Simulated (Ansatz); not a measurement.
SnBi₃ (Fm-3m), stationary points along a deformation path

All numbers below come from Ansatz, DFT PBEsol, scalar-relativistic, plane waves, PAW. The runs took a 420 eV cutoff, a Γ-centred 12×12×12 mesh and Gaussian smearing (0.15 eV). Spin–orbit coupling is left out, which can shift energies with elements as heavy as these. No spin polarisation. Energies are free energies at this smearing, counted from the undisturbed cell; pressure is positive in compression.

The undisturbed cell (relaxed at this level; with this scan's settings it stands at 0.1 GPa; it needn't be the usual structure):

```
CELL_PARAMETERS angstrom
0.00000 3.87945 3.87945
3.87945 0.00000 3.87945
3.87945 3.87945 0.00000
ATOMIC_POSITIONS crystal
Sn 0.00000 0.00000 0.00000
Bi 0.25000 0.25000 0.25000
Bi 0.75000 0.75000 0.75000
Bi 0.50000 0.50000 0.50000
```

At fixed volume and fractional coordinates, lengths along (0.577, 0.577, 0.577) are scaled against those across it; ρ is that ratio over its starting value. V = 29.193 Å³/atom. Δσ is the stress along the axis less the mean stress across it (compression positive).

```csv
ρ,ΔE (meV/atom),Δσ (GPa),space group
0.500,5646.6,240.68,R-3m
0.600,2117.1,98.38,R-3m
0.710,727.7,45.00,R-3m
1.000,0.0,0.00,Fm-3m
1.410,47.5,1.85,R-3m
2.000,17.2,-0.16,R-3m
```

**Question.** How does the stress give the slope of the energy, and where is the energy stationary?

**Answer.** Along the path d ln(length) is 2/3 d ln ρ on the axis and −1/3 d ln ρ across it, so dE/d ln ρ = −(2/3) V Δσ: the energy falls with ρ where Δσ is positive. Δσ vanishes or changes sign at ρ = 1.000 (Fm-3m), a stationary point at 0.0 meV/atom; between ρ = 1.000 and 1.410, at least one maximum (the energy rises over this step, yet the slope at ρ = 1.410 points the other way); between ρ = 1.410 and 2.000, a minimum (near 1.95 by linear interpolation). Pairs of stationary points between two samples would go unseen, and could change a minimum read from distant neighbours into a maximum. At ρ = 1.000 the cell is cubic, where symmetry alone makes the stress isotropic and the slope zero.

Forces appear on the atoms along this scan, and letting them relax would lower the energy and soften the response. In a metal these slopes depend on the k mesh and the smearing.

Cost: 6 runs of about 7 core-minutes in all, on Intel Xeon Processor @ 2.50GHz (Skylake/Cascade Lake) (shared hosts).